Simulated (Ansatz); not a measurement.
The numbers come from plane-wave PAW DFT (Ansatz): PBE, no spin polarisation, 420 eV, 4×2×4 (shifted by 0, 0.5, 0.5 steps) k points, fermi-dirac occupations (width 0.1 eV). Nothing was relaxed.

Computed maps in the lattice plane spanned by a (left to right, 5.19 Å, 16 points from zero) and c (bottom to top, 5.15 Å, 16 points from zero), 80° apart, at height 0.992 along b. The fields are smooth PAW ones with compensation charges, not the true ones near nuclei.

Valence density. Digits on a logarithmic scale: 0 up to 0.03 e/Å³, each further digit a factor of 1.6, 9 from 1.3 e/Å³ up:
```
6554334544599997
6555444445699999
7555444445699999
7554433445579999
6654433445567887
6654433445566666
5555433445555555
5554444443345555
4444444442224544
4444444443223444
3344444444334443
3444444444444443
4444444444454444
4543334444444444
5542224544455555
5553224544567765
```

The cell is Al4Cr. Which atoms lie within 0.2 Å of this plane, and where (fractions of a and c)?

Al at (0.26, 0.03), Cr at (0.82, 0.84), Al at (0.62, 0.41). The whole cell:
```
CELL_PARAMETERS angstrom
5.18581 -0.00958 0.01280
2.60907 -8.73455 0.03323
0.91139 0.01378 -5.06970
ATOMIC_POSITIONS crystal
Cr 0.23144 0.28268 0.21549
Cr 0.60494 0.71547 0.16474
Al 0.25626 0.99175 0.03378
Cr 0.81783 0.98782 0.83771
Al 0.62357 0.00210 0.40934
Al 0.84700 0.23964 0.01453
Al 0.04516 0.76733 0.08432
Al 0.49650 0.21604 0.66842
Al 0.70486 0.75084 0.66086
Al 0.01638 0.15035 0.54357
Al 0.16128 0.84187 0.56346
Al 0.85197 0.46851 0.40929
Al 0.31219 0.57541 0.43404
Al 0.98452 0.51641 0.94713
Al 0.47249 0.51445 0.97969
```

Origin: a strained cell with displaced atoms, so it need not be a known compound. Caveats: no spin polarisation, so a magnetic state may lie lower; the k mesh is coarse if the cell is a metal; atoms or cell far from equilibrium.
